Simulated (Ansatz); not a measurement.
## Guessed and relaxed cells of Hf2Be3Cl

The guess for Hf2Be3Cl was made by a generator: random cell by space group and Wyckoff sites (P6/mmm, No. 191). The dimensions are guesses.

start.xyz

```xyz
6
Lattice="3.5065 0.0000 0.0000 -1.7533 3.0367 0.0000 0.0000 0.0000 8.2252" Properties=species:S:1:pos:R:3 pbc="T T T"
Hf    0.0000    0.0000    2.1472
Hf    0.0000    0.0000    6.0780
Be    1.7533    0.0000    4.1126
Be   -0.8766    1.5184    4.1126
Be    0.8766    1.5184    4.1126
Cl    0.0000    0.0000    0.0000
```

The calculation used DFT PBE, scalar-relativistic, plane waves, PAW in Ansatz. Cutoff 420 eV, Gaussian smearing, Γ-centred meshes. Cell and atoms relax first on a coarse mesh and then on a finer one. In between, the cell is made exact in the group found at 0.06 Å. In metals the finer mesh still leaves noise of several meV/atom or more. The steps can't lower the symmetry of their start. No spin polarisation.

end.xyz

```xyz
6
Lattice="4.0351 0.0000 0.0000 -2.0175 3.4945 0.0000 0.0000 0.0000 8.2484" Properties=species:S:1:pos:R:3 pbc="T T T"
Hf    0.0000    0.0000    2.5261
Hf    0.0000    0.0000    5.7223
Be    2.0175    0.0000    4.1242
Be   -1.0088    1.7472    4.1242
Be    1.0088    1.7472    4.1242
Cl    0.0000    0.0000    0.0000
```

The symmetry stays P6/mmm (No. 191). The volume per atom grows by 32.8 %, from 14.6 to 19.4 Å³. The shortest distance goes from 1.75 Å (Be–Be) to 2.02 Å (Be–Be). The ratio c/a of the conventional cell changes by a factor of 0.87. The energy falls by about 0.63 eV/atom (the start's value is from the coarse mesh).

- Volume per atom: 19.38 Å³
- Density: 5.99 g/cm³
- Formation energy: −0.05 eV/atom
- Gap on the 12×12×6 mesh of the 6-atom cell: 0 eV (a metal)

Formation energies are uncorrected and refer to the elements' standard structures at the same level (Cl₂ as a molecule). Whether it is stable depends on the other phases of the system, which aren't compared here.

The last run used Gaussian smearing of 0.10 eV. These runs have no spin–orbit coupling, which can matter for Hf. Symmetry constrained the relaxation, so the result can be a saddle point. In all, the 3 runs took 100 s on 1 thread of Arm Neoverse V2, with other jobs on the host.
